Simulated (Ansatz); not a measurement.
Consider the following.

Starting cell, HfO$_{2}$ (baddeleyite type, space group P2_1/c):

```xyz
12
Lattice="5.1612 0.0000 0.0000 0.0000 5.2118 0.0000 -0.8981 0.0000 5.2764" Properties=species:S:1:pos:R:3 pbc="T T T"
Hf     1.2360     0.2235     1.0994
Hf     3.4761     2.8294     1.5388
Hf     3.0271     4.9883     4.1770
Hf     0.7870     2.3824     3.7376
O      0.0336     1.7129     1.8385
O      4.6785     4.3188     0.7997
O      4.2295     3.4990     3.4379
O     -0.4154     0.8931     4.4767
O      1.8902     3.9464     2.5149
O      2.8220     1.3405     0.1233
O      2.3729     1.2654     2.7615
O      1.4411     3.8713     5.1531
```

A phonon eigenvector at Γ is frozen into this cell: atom i moves by Q times the vector below, so Q is the largest atomic displacement, in Å. The cell is held.

```tsv
atom	x	y	z
Hf1	0.082	0.089	-0.408
Hf2	-0.082	0.089	0.408
Hf3	-0.082	-0.089	0.408
Hf4	0.082	-0.089	-0.408
O5	-0.490	-0.728	0.479
O6	0.490	-0.728	-0.479
O7	0.490	0.728	-0.479
O8	-0.490	0.728	0.479
O9	0.020	0.008	0.078
O10	-0.020	0.008	-0.078
O11	-0.020	-0.008	-0.078
O12	0.020	-0.008	0.078
```

Method: PBE (plane waves to 420 eV, PAW, scalar-relativistic; Ansatz, an electronic-structure program). k mesh 5×5×5 (Γ-centred), Fermi-Dirac smearing 0.05 eV. The energy includes the smearing's −TS. HfO2 is run without spin polarisation. HfO2 was relaxed with its symmetry unable to fall. Spin-orbit coupling is left out, though Hf is heavy. The zero of ΔE is the undisplaced structure.

The scan covers Q from -0.180 to 0.180 Å in 13 points.

Q: Is this a single well or a double well?

A: A single well with its minimum at or next to zero displacement.

Q: Is the energy the same for displacements of ±0.180 Å, and if not, which side lies higher?

A: Not even: the negative side lies higher at ±0.180 Å.

Q: What is the energy change at Q = 0.180 Å?

A: 224.1 meV/cell.

Q: What harmonic wavenumber does the curvature at Q = 0 give?

A: 141 cm⁻¹.

(For displaced atoms, the force is minus the slope of the energy, and its curvature is a force constant, which sets phonon frequencies.)
